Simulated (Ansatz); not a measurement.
Si in space group P6_3/mmc (No. 194; Si on 4f) at seven volumes, DFT-LDA in the program Ansatz with PAW potentials, shape and atoms relaxed at each. One row is withheld.

```
V (Å³/atom)  P (GPa)
-----------  -------
17.915         11.08
18.506          6.80
19.097          3.13
19.687          0.00
20.278             ?
20.868         -4.96
21.459         -6.91
```

Q: Fit the shown pressures and predict the withheld one.

A: P = (3/2)B₀(x^(7/2) − x^(5/2))[1 + (3/4)(B′ − 4)(x − 1)] with x = (V₀/V)^(2/3). Least squares on the six rows gives V₀ = 19.688 Å³/atom, B₀ = 96.2 GPa, B′ = 4.21. At V = 20.278, x = 0.9805 and P = -2.67 GPa. The run itself gave -2.68 GPa.

The first step of the workflow began from a Materials Project structure, measured or hypothetical; the Crystallography Open Database copy checked does not list it. It is not the phase usual at ambient conditions (space group No. 227). The LDA relaxation kept the symmetry of its start; its stability against distortions is not shown here.

Potentials: the later of the program's two PAW sets.
